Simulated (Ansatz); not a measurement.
Ti3Al (D019 type, space group P6_3/mmc)

```
CELL_PARAMETERS angstrom
      5.74712     0.00000     0.00000
     -2.87356     4.97715     0.00000
      0.00000     0.00000     4.63151
ATOMIC_POSITIONS crystal
  Ti 0.82982 0.65965 0.25000
  Ti 0.17018 0.82982 0.75000
  Ti 0.34035 0.17018 0.25000
  Ti 0.17018 0.34035 0.75000
  Ti 0.82982 0.17018 0.25000
  Ti 0.65965 0.82982 0.75000
  Al 0.33333 0.66667 0.25000
  Al 0.66667 0.33333 0.75000
```

The slice is a (-1 1 0 0) plane (indices of the conventional cell) through the point (0.170, 0.830, 0.750) (fractional), spanned by u = [001] and v = [110] in vectors of this cell: u (4.63 Å) and v (5.75 Å, at 90° to u). It covers one period; positions are fractions (u, v).

Calculation: r2SCAN (plane waves to 500 eV, PAW, scalar-relativistic; Ansatz, a quantum-chemistry and plane-wave program). k mesh 10×10×10. Inside the PAW spheres the values are not all-electron values, and peaks at nuclei hang on which shells count as valence. Ti3Al is run without spin polarisation. Ti3Al was relaxed with its symmetry unable to fall.

What is the valence density on the shortest Ti–Al line in this plane (2.87 Å), at its minimum between the atoms?

0.20 e/Å³.

What is the ELF at the density minimum of the shortest Ti–Al line in this plane (2.87 Å)?

0.3.

The ELF has a maximum in the middle third of the Ti–Al line. Where, and how high?

0.61, 1.8 Å from Ti.

Predict the map of the valence electron density on the slice.


```
|9986322222222223689|
|8874222222222222478|
|6643222222222222346|
|3322222233332222223|
|2222222234432222222|
|2222222344443222222|
|2222222234432222222|
|2222222233332222222|
|2222222223322222222|
|0112222223322222211|
|0012222222222222210|
|0002222222222222200|
|0012222222222222210|
|0112222223322222211|
|2222222223322222222|
|2222222233332222222|
|2222222234432222222|
|2222222344443222222|
|2222222234432222222|
|3322222233332222223|
|6643222222222222346|
|8874222222222222478|
|9986322222222223689|
|9986322222222223689|
```
Scale: ten equal steps from -1.23 (start of '0') to 1.01 (end of '9'), in the order '0123456789'. Values: log₁₀ of the valence density in e/Å³. The map has 19 points along u (one character each, u = 0 at the left) and 24 along v (v = 0 in the bottom row). The scale is logarithmic, as a density can span decades between atoms and voids.
